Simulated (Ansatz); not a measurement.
SnGeO2 (P4mm)

The calculation used Ansatz, DFT PBE, scalar-relativistic, plane waves, PAW.

Plane waves to 420 eV, a k mesh through Γ of 8×8×6 on the computed 4-atom cell and Gaussian smearing (0.02 eV); no spin polarisation.

The structure is relaxed at this level of theory with its symmetry kept, and needn't be the ground state of this composition.

Space group P4mm (No. 99), tetragonal, a = 3.748 Å, c = 4.807 Å. Around Sn lie 4 O at 2.23 Å; Ge has 4 O at 2.12 Å; O is surrounded by 2 Ge at 2.12 Å, 2 Sn at 2.23 Å and 4 O at 2.65 Å.

- Volume per atom: 16.89 Å³
- Formation energy from the elements' standard states (uncorrected): -1.141 eV/atom
- Kohn–Sham band gap: 0.99 eV, indirect from (-0.138, 0.138, 0.000) to M
- Orbital (Löwdin) character of the top 1 eV of the valence band: O 2p 43 %, Ge 4s 18 %, Sn 5s 17 %, Sn 5p 11 %, Ge 4p 9 %
- Orbital (Löwdin) character of the lowest 1 eV of the conduction band: Sn 5p 35 %, Ge 4p 32 %, O 2s 9 %, O 2p 8 %, unprojected 6 %
- Electron masses at the edge by direction of the standard setting (m_e; one valley, along these axes only; no spin-orbit coupling): x: 0.40, 0.23; y: 0.40, 0.23; z: 0.45, 0.45
- Hole masses at the edge by direction of the standard setting (m_e; one valley, along these axes only; no spin-orbit coupling): x: 1.1; y: 1.1; z: 1.2
- Bader charge by site (e): Sn (1 in the cell) 1.29, Ge (1 in the cell) 1.20, O (2 in the cell) -1.24

The cell holds layers, chains or molecules and no dispersion correction was added, so their binding is poorly described.

The cell was found from a structure generator's guess, not taken from experiment. Kohn–Sham gaps at this level usually fall short of measured ones. Löwdin shares on free-atom orbitals overweight diffuse shells in the empty bands.
